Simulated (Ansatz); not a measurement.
# Nb₂Pd, first-principles data

Nb2Pd:
```cif
data_Nb8Pd4
_chemical_formula_sum 'Nb8 Pd4'
_space_group_name_H-M_alt 'Fmmm'
_space_group_IT_number 69
_space_group_name_Hall '-F 2 2'
_cell_length_a 3.60783
_cell_length_b 4.27504
_cell_length_c 13.05254
_cell_angle_alpha 90.000
_cell_angle_beta 90.000
_cell_angle_gamma 90.000
loop_
_atom_site_label
_atom_site_type_symbol
_atom_site_symmetry_multiplicity
_atom_site_Wyckoff_symbol
_atom_site_fract_x
_atom_site_fract_y
_atom_site_fract_z
_atom_site_occupancy
Nb1 Nb 8 i 0.00000 0.00000 0.33756 1
Pd1 Pd 4 a 0.00000 0.00000 0.00000 1
```
(The calculation used a cell of 3 atoms; values per cell refer to that cell.)

Space group Fmmm (No. 69); conventional cell a = 3.608 Å, b = 4.275 Å, c = 13.053 Å, α = β = γ = 90.00°.

Method: the program Ansatz at the r²SCAN level (PAW). The cell and atoms are relaxed at this level. Other levels are named where they apply.

**Cell and energy**

- Volume per atom: 16.78 Å³
- Density: 9.64 g/cm³
- Formation energy from the elements (no fitted shifts): -0.25 eV/atom

**Electronic structure**

- Electronic character = metallic (no gap)
- Density of states at the Fermi level = 0.66 states/eV per atom (mean over ±0.08 eV)

The workflow started from a Materials Project entry (that database holds measured and hypothetical structures alike); the Crystallography Open Database copy checked does not list it. With Nb and Pd taken as one species the cell has the higher symmetry I4/mmm, so it may be an ordered model of a mixed-site phase. Whether it is the stable phase at ambient conditions was not checked. The r²SCAN relaxation kept the symmetry of its start; whether a distortion lowers the energy is not shown. The run is not spin-polarised. Axis ratios of metals converge slowly with the k-mesh, so a and c are less sure than the volume. The references are the lowest solids computed at this level, not always the standard phases. Scalar-relativistic: spin–orbit coupling is off unless named, which matters more the heavier the elements.

Potentials: the later of the program's two PAW sets.
